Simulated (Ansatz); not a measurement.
Property card for CaGaAs

Level of theory: DFT PBE, scalar-relativistic, plane waves, PAW in Ansatz 0.2.0.

Plane waves to 420 eV, a k mesh through Γ of 12×12×12 on the computed 3-atom cell and Gaussian smearing (0.10 eV); no spin polarisation.

The structure is relaxed at this level of theory with its symmetry kept, and needn't be the ground state of this composition.

```xyz
3
Lattice="4.4813 0.0000 0.0000 -2.2406 3.8809 0.0000 0.0000 0.0000 4.0858" Properties=species:S:1:pos:R:3 pbc="T T T"
Ca    0.0000    0.0000    0.0000
Ga    2.2406    1.2936    2.0429
As    0.0000    2.5873    2.0429
```

```json
{
 "Space group": "P-6m2 (No. 187)",
 "Volume per atom": "159.8 bohr³",
 "Formation energy from the elements' standard states (uncorrected)": "-0.577 eV/atom",
 "Kohn–Sham band gap": "none (metal)",
 "Density of states at the Fermi level": "1.0 states/eV per cell",
 "Orbital (Löwdin) character within 0.5 eV of the Fermi level": "Ga 4p 35 %, As 4p 27 %, Ga 4s 15 %, unprojected 16 %",
 "Bader charge by site (e)": "Ca (1 in the cell) 1.35, Ga (1 in the cell) -0.24, As (1 in the cell) -1.11"
}
```

The cell was found from a structure generator's guess, not taken from experiment. Löwdin shares on free-atom orbitals overweight diffuse shells.
